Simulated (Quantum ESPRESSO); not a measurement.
## Report: NMR shieldings of Al2O3 (R-3c) under strain

```
CELL_PARAMETERS angstrom
      2.40251     1.38709     4.37208
     -2.40251     1.38709     4.37208
      0.00000    -2.77419     4.37208
ATOMIC_POSITIONS crystal
  Al 0.14790 0.14790 0.14790
  Al 0.85210 0.85210 0.85210
  Al 0.35210 0.35210 0.35210
  Al 0.64790 0.64790 0.64790
  O  0.94386 0.55614 0.25000
  O  0.05614 0.44386 0.75000
  O  0.25000 0.94386 0.55614
  O  0.75000 0.05614 0.44386
  O  0.55614 0.25000 0.94386
  O  0.44386 0.75000 0.05614
```
Geometry: a computed entry of the Materials Project; it was not checked against measured cells. It is Al2O3 in R-3c. Stability against distortions was not tested.

Method: shieldings by GIPAW with PBE in a modified build of Quantum ESPRESSO, on JTH PAW datasets, 22.5 Ha, k-mesh 4×4×4 shifted, f-sum rule met within 0.015 %. Relaxations, where named, use PBE in pw.x of Quantum ESPRESSO. Values are those of each site's first atom; slopes are least-squares lines through the rows.

**Isotropic strain.** The last row in full: isotropic strain, all lattice vectors scaled by 1.02, fractional positions kept. Sites: Al is atom 1, O is atom 5.

```csv
strain (%),σ_iso Al (ppm),σ_iso O (ppm)
-2,533.1,170.8
0,534.4,160.8
+2,535.3,149.6
slope per %,0.54,-5.31
```

σ_iso O (ppm) answers most, by -5.31 per %. Largest miss of the straight line: σ_iso Al 0.14, σ_iso O 0.43.

**Volume-keeping strain along the main axis.** The last row in full: strained by +2 % along the unique axis and by -1 % across it, atoms relaxed. Sites: O is atom 5.

```json
[
 {"strain (%)": "-2", "σ_iso O (ppm)": "158.1"},
 {"strain (%)": "0", "σ_iso O (ppm)": "160.9"},
 {"strain (%)": "+2", "σ_iso O (ppm)": "161.9"},
 {"strain (%)": "slope per %", "σ_iso O (ppm)": "0.95"}
]
```

σ_iso O (ppm) answers most, by 0.95 per %. Largest miss of the straight line: σ_iso O 0.57.

**Summary.** Under isotropic strain, the largest response is that of σ_iso O (ppm) (-5.31 per %). Under volume-keeping strain along the main axis, the largest response is that of σ_iso O (ppm) (0.95 per %). These are absolute shieldings with no macroscopic susceptibility term; δ = σ_ref − σ needs a reference computed alike. By our sweeps, such settings leave a few ppm in absolute σ. The datasets of Al hold no d projectors, which limits absolute σ on these atoms. Static lattice: thermal averaging is not included.
